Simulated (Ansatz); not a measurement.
A relaxed cell of SnGe5 is given with its symmetry left out. The cell was found from a structure generator's guess, not taken from experiment.

All numbers below come from Ansatz 0.2.0, DFT PBE, scalar-relativistic, plane waves, PAW. Cutoff 420 eV, Γ-centred mesh, Gaussian smearing, no spin polarisation.

```xyz
6
Lattice="7.8990 0.0000 0.0000 -3.9495 6.8407 0.0000 0.0000 0.0000 2.8462" Properties=species:S:1:pos:R:3 pbc="T T T"
Sn    0.0000    0.0000    0.0000
Ge    5.1099    0.0000    0.0000
Ge   -2.5550    4.4253    0.0000
Ge    1.3945    2.4154    0.0000
Ge    0.0000    4.5605    0.0000
Ge    3.9495    2.2802    0.0000
```

Formation energies are uncorrected and refer to the elements' standard structures at the same level. The references include grey tin.

(1) Find its symmetry and describe it.

(2) How far does it lie from the elements in energy?

(3) Is it a metal?

## Answers

(1) P-62m (No. 189). Conventional cell: a = 7.899 Å, c = 2.846 Å. Sn is surrounded by 3 Ge at 2.79 Å and 2 Sn at 2.85 Å; around Ge on a site of symmetry m2m lie 2 Ge at 2.56 Å, 1 Sn at 2.79 Å and 2 Ge at 2.85 Å; around Ge on a site of symmetry -6 lie 3 Ge at 2.56 Å and 2 Ge at 2.85 Å.

(2) +0.29 eV/atom. It can't be a ground state, since the elements alone are lower.

(3) Yes, bands cross the Fermi level on the 6×6×14 mesh.

The last run used a 6×6×14 mesh (in the run's order of axes) for its 6-atom cell and Gaussian smearing of 0.10 eV. Symmetry constrained the relaxation, so the result can be a saddle point.
